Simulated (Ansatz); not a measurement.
**Zone-centre phonons of C at 7 GPa: input and output**

Level of theory: DFT LDA, scalar-relativistic, plane waves, PAW (Ansatz 0.2.0).

Launched with:
```bash
ansatz run input.yaml --threads 1 --pin off --max-ram 3072MiB --backend cpu --events-out ev --progress --plain --runs-dir out
```

Input (bare energies are in eV):
```yaml
crystal:
  lattice:
    - [2.4311727268, 0.0, 0.0]
    - [-1.2155863634, 2.1054573424, 0.0]
    - [0.0, 0.0, 3.1493349048]
  atoms:
    - { symbol: C, position: [0.3333333333, 0.6666666667, 0.0] }
    - { symbol: C, position: [0.6666666667, 0.3333333333, 0.0] }
basis:
  ecutwfc: 420
kpoints:
  mp_grid: { grid: [18, 18, 14] }
hamiltonian:
  xc: lda
scf:
  occupations: { method: fermi_dirac, width: 0.15 }
output:
  eigenvalues: true
phonons:
  method: dfpt
  eigenvectors: true
```

The end of the output:
```
--- Phonons (Γ-DFPT): 2 representative perturbations + reference, on 728 of 4536 k-points (Σ response iterations 6) ---
  k mesh reduced under 4 symmetry operations, with k and −k counted as one. Each operation leaves every solved displacement unchanged or reverses it
  ASR residual: 5.130e-5 → 0.000e0 eV/Å²; symmetrization residual: 2.913e-13 eV/Å²
  ASR residual per site (eV/Å²): 5.13e-5 5.13e-5
  Γ frequencies (cm⁻¹): 0.00 0.00 0.00 890.54 1619.04 1619.04
  non-analytic LO–TO correction: not included (Born effective charges unavailable; polar crystals: no LO–TO splitting at Γ)
```

The run took 11 s on 1 thread of Intel(R) Xeon(R) 6975P-C (Granite Rapids) (shared host), peak memory 0.6 GiB.

In a metal, frequencies and elastic constants depend on the k mesh and the smearing, soft modes and shear constants most. The crystal is built of layers and no dispersion correction was added, so the binding between them is poorly described, and with it their spacing and whatever depends on it.

This form isn't the element's structure at ambient conditions.